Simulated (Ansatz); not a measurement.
Ta:
```xyz
2
Lattice="0.0000 3.0511 3.0511 3.0511 0.0000 3.0511 3.0511 3.0511 0.0000" Properties=species:S:1:pos:R:3 pbc="T T T"
Ta     0.0000     0.0000     0.0000
Ta     1.5255     1.5255     1.5255
```

Relaxed with PBE. Special points in fractions of this cell's reciprocal vectors: Γ (0.000, 0.000, 0.000); X (0.500, 0.000, 0.500); U (0.625, 0.250, 0.625); K (0.375, 0.375, 0.750); L (0.500, 0.500, 0.500); W (0.500, 0.250, 0.750).

### Question
List the band energies nearest the Fermi level at these points for plane-wave PAW PBE (Ansatz code).

### Answer
In eV from the Fermi level; about four levels below and three above (degenerate sets whole), none deeper than 8.9 eV; points with the same levels are listed once.

```json
[
 {"k": "Γ", "below": "-0.94 -0.94 -0.27 -0.27 -0.27", "above": "2.03 2.03 2.03"},
 {"k": "X", "below": "-1.04 -1.04 -0.22 -0.22", "above": "1.83 1.83 4.27 4.27"},
 {"k": "U", "below": "-1.58 -1.54 -0.79 -0.63", "above": "0.98 1.30 1.69"},
 {"k": "L", "below": "-0.81 -0.81 -0.33 -0.33 -0.13", "above": "3.17 3.17 4.78 4.78"},
 {"k": "W", "below": "-1.91 -1.91 -1.21 -1.21", "above": "0.69 0.69 0.88 0.88"}
]
```

Space group Fd-3m (diamond). The start of the workflow was typed in or built on a structure type; neither database checked (COD, Materials Project) lists it. It is not the phase usual at ambient conditions (space group No. 229). The PBE relaxation kept the symmetry of its start; its stability against distortions is not shown here. The run is not spin-polarised. Spin–orbit coupling is left out wherever it is not named.

Potentials: the earlier of the program's two PAW sets.
